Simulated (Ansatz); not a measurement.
Ti2AlN:
```xyz
8
Lattice="2.9658 0.0000 0.0000 -1.4829 2.5685 0.0000 0.0000 0.0000 13.5231" Properties=species:S:1:pos:R:3 pbc="T T T"
Ti     0.0000     1.7123     1.1484
Ti     1.4829     0.8562    12.3746
Ti     1.4829     0.8562     7.9100
Ti     0.0000     1.7123     5.6131
Al     0.0000     1.7123    10.1423
Al     1.4829     0.8562     3.3808
N      0.0000     0.0000     0.0000
N      0.0000     0.0000     6.7615
```

Relaxed with PBEsol. Special points in fractions of this cell's reciprocal vectors: Γ (0.000, 0.000, 0.000); M (0.500, 0.000, 0.000); K (0.333, 0.333, 0.000); A (0.000, 0.000, 0.500); L (0.500, 0.000, 0.500); H (0.333, 0.333, 0.500).

Task: List the band energies nearest the Fermi level at these points for PBEsol in the plane-wave PAW code Ansatz.

Result: In eV from the Fermi level; about four levels below and three above (degenerate sets whole), none deeper than 8.9 eV; points with the same levels are listed once.

| k | below | above |
|---|---|---|
| Γ | -4.48 -4.48 -4.47 -4.47 -3.21 -2.12 -0.53 | 0.01 0.43 0.43 |
| M | -2.05 -1.99 -1.19 -1.16 | 1.23 1.56 1.68 |
| K | -1.58 -1.58 -1.24 -1.24 -0.71 | 0.23 1.32 1.32 |
| A | -2.70 -2.70 -0.20 -0.20 | 0.44 0.44 0.44 0.44 |
| L | -2.01 -2.01 -1.17 -1.17 | 1.40 1.40 1.78 1.78 |
| H | -1.16 -1.16 -0.26 -0.26 | 1.12 1.12 2.03 2.03 |

Space group P6_3/mmc. The workflow started from a Materials Project entry (that database holds measured and hypothetical structures alike); the Crystallography Open Database copy checked does not list it. Whether it is the stable phase at ambient conditions was not checked. Symmetry was held in the PBEsol relaxation; of distortions, only those at the zone centre were tested. The run is not spin-polarised.

Potentials: the later of the program's two PAW sets.
